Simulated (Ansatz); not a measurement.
Fields on a plane of Rh (fcc, Cu type)

```yaml
crystal:
  lattice:
    - [0.00000, 1.91513, 1.91513]
    - [1.91513, 0.00000, 1.91513]
    - [1.91513, 1.91513, 0.00000]
  atoms:
    - { symbol: Rh, position: [0.00000, 0.00000, 0.00000] }
```

The slice is a {110} plane (indices of the conventional cell) through the point (0.000, 0.000, 0.000) (fractional), spanned by u = [100] and v = [1 -1 -1] in vectors of this cell: u (2.71 Å) and v (3.83 Å, at 90° to u). It covers one period; positions are fractions (u, v).

Atoms on it: Rh at (0.00, 0.00).

Method: PBE (plane waves to 420 eV, PAW, scalar-relativistic; Ansatz, a quantum-chemistry and plane-wave program). k mesh 21×21×21. Inside the PAW spheres the values are not all-electron values, and peaks at nuclei hang on which shells count as valence. Rh is run without spin polarisation. Rh was relaxed with its symmetry unable to fall. The PAW data are Ansatz's earlier set.

```tsv
v \ u	0.00	0.14	0.29	0.43	0.57	0.71	0.86
0.90	x	x	x	10.3	10.3	x	x
0.80	x	x	<7.0	12.8	12.8	<7.0	x
0.70	9.5	10.7	12.6	13.3	13.3	12.6	10.7
0.60	14.7	14.4	13.3	12.0	12.0	13.3	14.4
0.50	15.6	14.9	13.0	11.0	11.0	13.0	14.9
0.40	14.7	14.4	13.3	12.0	12.0	13.3	14.4
0.30	9.5	10.7	12.6	13.3	13.3	12.6	10.7
0.20	x	x	<7.0	12.8	12.8	<7.0	x
0.10	x	x	x	10.3	10.3	x	x
0.00	x	x	x	8.8	8.8	x	x
```

Values: electrostatic potential energy of an electron, from the cell's mean, in eV. Points within 1 Å of a nucleus are blanked (x), as the pseudised field means little there. Values under 7 eV are set to 7. The zero, the cell's mean, hangs on the PAW cores.

```tsv
v \ u	0.00	0.14	0.29	0.43	0.57	0.71	0.86
0.90	1.0	0.8	0.1	-0.4	-0.4	0.1	0.8
0.75	-0.1	-0.2	-0.5	-0.6	-0.6	-0.5	-0.2
0.60	-0.7	-0.7	-0.6	-0.5	-0.5	-0.6	-0.7
0.45	-0.8	-0.7	-0.6	-0.5	-0.5	-0.6	-0.7
0.30	-0.4	-0.5	-0.5	-0.6	-0.6	-0.5	-0.5
0.15	0.8	0.5	-0.1	-0.5	-0.5	-0.1	0.5
0.00	1.2	1.0	0.3	-0.4	-0.4	0.3	1.0
```

Values: log₁₀ of the valence density in e/Å³. The scale is logarithmic, as a density can span decades between atoms and voids.

- Density on the Rh–Rh line (2.71 Å) at its midpoint: 0.37 e/Å³
- ELF at that point: 0.27
